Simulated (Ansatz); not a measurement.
Problem. Cd (hcp (Mg type), P6_3/mmc) is relaxed with DFT-r²SCAN in the program Ansatz with PAW potentials. What lattice parameters of the conventional cell result?

Solution. a = 2.974 Å, c = 5.722 Å.

The r²SCAN relaxation kept the symmetry of its start. Axis ratios of metals converge slowly with the k-mesh, so a and c are less sure than the volume.

Potentials: the later of the program's two PAW sets.
